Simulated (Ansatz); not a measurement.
Data:

HfCl₄:
Space group P2/c (No. 13); a = 6.1249 Å, b = 7.1342 Å, c = 6.0403 Å, α = γ = 90.00°, β = 109.05°

```tsv
atom	site	symmetry	x	y	z
Hf	2f	2	0.5000	0.3337	0.2500
Cl	4g	1	0.2669	0.6106	0.0044
Cl	4g	1	0.2390	0.1295	0.0123
```

This is the LDA-relaxed structure.

Task: All from DFT-LDA in the program Ansatz with PAW potentials, unless another level is named. Give the vibrational entropy at 300 K.

Result: 37.2 J/(K·mol of atoms).

Task: Predict the highest zone-centre frequency (without LO–TO term).

Result: 11.70 THz.

Task: Next, the bulk modulus (Birch–Murnaghan fit)?

Result: 14.4 GPa.

Task: Next, the zero-point energy?

Result: 32.0 meV/atom.

The workflow started from a Materials Project entry (that database holds measured and hypothetical structures alike); the Crystallography Open Database files this formula in space group No. 13, but the cells were not matched. Its standing as an ambient phase is unchecked. The LDA relaxation kept the symmetry of its start; phonons on a q-mesh show no instability. The run is not spin-polarised. A crystal of weakly bound chains computed without a dispersion correction: the cell and the soft elastic constants depend strongly on that. Spin–orbit coupling is left out wherever it is not named.

Potentials: the later of the program's two PAW sets.
